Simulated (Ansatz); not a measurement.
Nb3Si (Cu3Au type, Pm-3m), a = 4.028 Å, b = 4.028 Å, c = 4.028 Å, α = 90.00°, β = 90.00°, γ = 90.00°.

Relaxed with PBEsol.

**Question.** Tabulate the valence density and the electron localisation function along the shortest Si–Nb contact (2.85 Å), the program Ansatz at the PBEsol level (PAW).

**Answer.** 

| distance from Si (Å) | density (e/Å³) | ELF |
|---|---|---|
| 0.28 | 0.12 | 0.25 |
| 0.43 | 0.22 | 0.25 |
| 0.57 | 0.32 | 0.39 |
| 0.71 | 0.39 | 0.57 |
| 0.85 | 0.40 | 0.68 |
| 1.00 | 0.36 | 0.70 |
| 1.14 | 0.32 | 0.64 |
| 1.28 | 0.28 | 0.49 |
| 1.42 | 0.26 | 0.29 |
| 1.57 | 0.26 | 0.14 |
| 1.71 | 0.33 | 0.10 |
| 1.85 | 0.54 | 0.18 |
| 1.99 | 1.10 | 0.42 |
| 2.14 | 2.18 | 0.66 |
| 2.28 | 3.66 | 0.74 |
| 2.42 | 4.87 | 0.69 |
| 2.56 | 5.17 | 0.47 |

The density is the valence pseudo-density with augmentation charge, so density and ELF within about 1 Å of a nucleus are not all-electron values.

The workflow started from an entry of the Crystallography Open Database (COD), which files this formula under 2 space groups. Its standing as an ambient phase is unchecked. The cell was relaxed with PBEsol under the symmetry of its start. At this level the phase is mechanically unstable. The run is not spin-polarised.

Potentials: the later of the program's two PAW sets.
